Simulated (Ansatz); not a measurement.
NaDyS2 (NaFeO2-type structure)

Level of theory: DFT, PBEsol, scalar-relativistic, collinear spin; plane waves to 420 eV with PAW datasets (Ansatz 0.2.0), Γ-centred 10×10×10 mesh, 0.05 eV Gaussian smearing. The datasets are Ansatz's generated set soft_2.

```xyz
4
Lattice="1.9650 1.1345 6.5773 -1.9650 1.1345 6.5773 0.0000 -2.2689 6.5773" Properties=species:S:1:pos:R:3 pbc="T T T"
Na    0.0000    0.0000    9.8659
Dy    0.0000    0.0000    0.0000
S     0.0000    0.0000    5.0857
S     0.0000    0.0000   14.6462
```

This is a trial structure made by placing the elements on a prototype's sites, so it needn't be the stable form.

Magnetic state: ferromagnetic, site spin moments Dy 4.82; S 0.05 μB.

Path: Γ–T–H2 | H0–L–Γ–S0 | S2–F–Γ, with Γ = (0.000, 0.000, 0.000), T = (0.500, 0.500, 0.500), H2 = (0.814, 0.186, 0.500), H0 = (0.500, -0.186, 0.186), L = (0.500, 0.000, 0.000), S0 = (0.343, -0.343, 0.000), S2 = (0.657, 0.000, 0.343), F = (0.500, 0.000, 0.500) in reciprocal vectors of the calculation's cell.

Bands as a text map, energy in eV from the Fermi level (dashes), each leg drawn with the same width, + spin up, o spin down, # both:
```
  3.75 |ooo     o     ++#oo         +#oooo  o#o           ++ooo
  3.50 |###ooooooo   ooo +           +####oo+++oo           +##
  3.25 |####+   #oooo#+++ +o         #####+++  ++o           o#
  3.00 |++++++++++#o++     +o       o +++++      +o         o++
  2.75 |         ++++              o++                     o+  
  2.50 |                    +o   oo+              +o      o+   
  2.25 |                     +ooo++                +o    o+    
  2.00 |                      +++                   +o  o+     
  1.75 |                                             +oo+      
  1.50 |                                              ++       
  1.25 |                                                       
  1.00 |                                                       
  0.75 |ooooooooooooooooooooooooooooooooooooooooooooooooooooooo
  0.50 |ooooooooooooooooooooooooo ooo ooo oooooooooooooooooo  o
  0.25 |        ooo  ooooooooooooo ooo  ooo ooooooooooooo oooo 
  0.00 |----------ooooooooooooooooooo-----oooooooooooooooooo---
 -0.25 |ooooooooooooooooooooooooooooooooooooooooooooooooooooooo
 -0.50 |+++++                         +++                    ++
 -0.75 |++   ++++                   +++++++                 +++
 -1.00 |  +     ++ +               +++                     +   
 -1.25 |ooo#ooooo #o#         +++++oooooo###             +#oooo
 -1.50 |  o +   o#+  #       +oooooo o    o++    #####+###o +  
 -1.75 |   o +  +o#+  ####  ######  +    o oo ###    #ooo   o  
 -2.00 |    o ++o o#########o       o     # ############o  +   
 -2.25 |oooooooo##### oo### +##o#####ooooo ######o #o########oo
 -2.50 |++++++##    ##++   #ooo#o# # #+++##      +##+     # o#+
 -2.75 |++++++++#+++++##+##+++##++###+++++####+++#+++++++++#+++
 -3.00 |         ##+  ++#+ o##  ###+      +#++###########o++   
        Γ      T      HH       L       Γ       SS      F      Γ
```

Q: By these bands, is it a metal or an insulator, and if it has a gap, where are the band edges on this path?

A: A metal: bands cross the Fermi level.

Formal charges Na⁺, Dy³⁺, S²⁻ leave Dy³⁺ with an open 4f⁹ shell. Nothing in this functional splits the part-filled shell enough, so f states lie at the Fermi level.

Without a U the open 4f shell is pinned at the Fermi level, an artefact: in the real crystal it splits into occupied and empty levels away from it, and its large orbital moment is missing here. Spin–orbit coupling, which matters for such heavy elements, is left out. The run wasn't fully tested for a lower electronic state. Site moments are of spin, integrated over atomic spheres. Only parallel moments were tried, so the real magnetic order may be another.

The open shells may stand above their lowest state, and forces and pressures are less sure for it.
